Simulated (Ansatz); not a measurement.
Given:

CuI:
```xyz
6
Lattice="4.1615 0.0000 0.0000 -2.0807 3.6039 0.0000 0.0000 0.0000 9.5133" Properties=species:S:1:pos:R:3 pbc="T T T"
Cu     2.0801     0.0000     3.1711
Cu    -1.0401     1.8014     6.3422
Cu     1.0407     1.8025     0.0000
I      2.0806     0.0000     7.9277
I     -1.0403     1.8019     1.5855
I      1.0404     1.8021     4.7566
```

This is the PBEsol-relaxed structure.

### Question
All from the program Ansatz at the PBEsol level (PAW), unless another level is named. Estimate the smallest direct gap on the standard path.

### Answer
1.15 eV.

### Question
What about the hole effective mass?

### Answer
0.34, 0.34, 0.61 mₑ (principal values).

### Question
And the electron effective mass?

### Answer
0.12, 0.14, 0.14 mₑ (principal values).

### Question
What about the band gap?

### Answer
0.65 eV (indirect).

### Question
Predict the formation energy from the elements (no fitted shifts).

### Answer
-0.012 eV/atom.

Space group P6_422. The start of the workflow was typed in or built on a structure type; neither database checked (COD, Materials Project) lists it. It is not the phase usual at ambient conditions (space group No. 216). Symmetry was held in the PBEsol relaxation; whether a distortion lowers the energy is not shown. The workflow began spin-polarised and lost its moments. The references are the lowest solids computed at this level, not always the standard phases. Spin–orbit coupling is left out wherever it is not named.

Potentials: the earlier of the program's two PAW sets. The files were generated under PBE; for other functionals the program regenerates the frozen cores, and for LDA and PBEsol the local potential too.
